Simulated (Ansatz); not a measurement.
**Structure relaxation, TiTe2**

The start is a generated trial cell of TiTe2 in the baddeleyite structure type. Cell shape, volume and atoms are optimised at zero target pressure with r2SCAN (plane waves to 500 eV, PAW, scalar-relativistic; Ansatz, an electronic-structure program). The first steps use a coarse 3×3×3 k-mesh.

Initial structure:
```
TiTe2
1.0
    6.66257     0.00000     0.00000
    0.00000     6.74161     0.00000
   -1.10327     0.00000     6.78928
Ti Te
4 8
Cartesian
  1.60506   0.26629   1.41421
  4.50588   3.63710   1.98043
  3.95424   6.47532   5.37508
  1.05342   3.10451   4.80885
  0.08608   2.23619   2.34027
  6.02485   5.60700   1.05438
  5.47322   4.50542   4.44902
 -0.46555   1.13461   5.73491
  2.46680   5.10272   3.25342
  3.64413   1.73192   0.14122
  3.09250   1.63889   3.53586
  1.91517   5.00969   6.64807
```

How much energy is released per atom?

0.07 eV/atom.

How does the volume change?

+6.2 %, from 25.41 to 26.99 Å³/atom.

How do the shortest distances between atoms change?

The closest pairs of elements (up to four, under 3.6 Å), start → end: Te–Ti 2.65 → 2.68 Å; Te–Te 3.29 → 3.37 Å.

Is the relaxed structure metallic? Give its gap.

No gap (metallic).

Give the final cell and atomic positions.


Space group P2₁/c (No. 14); a = 6.7622 Å, b = 6.8344 Å, c = 7.1077 Å, α = 90.00°, β = 99.59°, γ = 90.00°

```csv
atom,site,symmetry,x,y,z
Ti,4e,1,0.2895,0.0609,0.2076
Te,4e,1,0.0753,0.3432,0.3416
Te,4e,1,0.5703,0.2635,0.0121
```

The space group stays P2₁/c (No. 14) (the run could not lower it); the end is AFLOW prototype A2B_mP12_14_2e_e (C43, as in ZrO2), with 12 atoms in the primitive cell. Final values are on a 6×6×6 k-mesh of the relaxed cell. No spin polarisation in the result.

The run could not lose the symmetry of its start; a randomly shaken copy of 12 atoms returns to this structure.

The relaxed structure here is a generated cell of TiTe2: the first start was made by placing the elements on the sites of a structure type, and the end was not matched to a known phase here, so it may be hypothetical. Known forms of TiTe2 include space group No. 164.
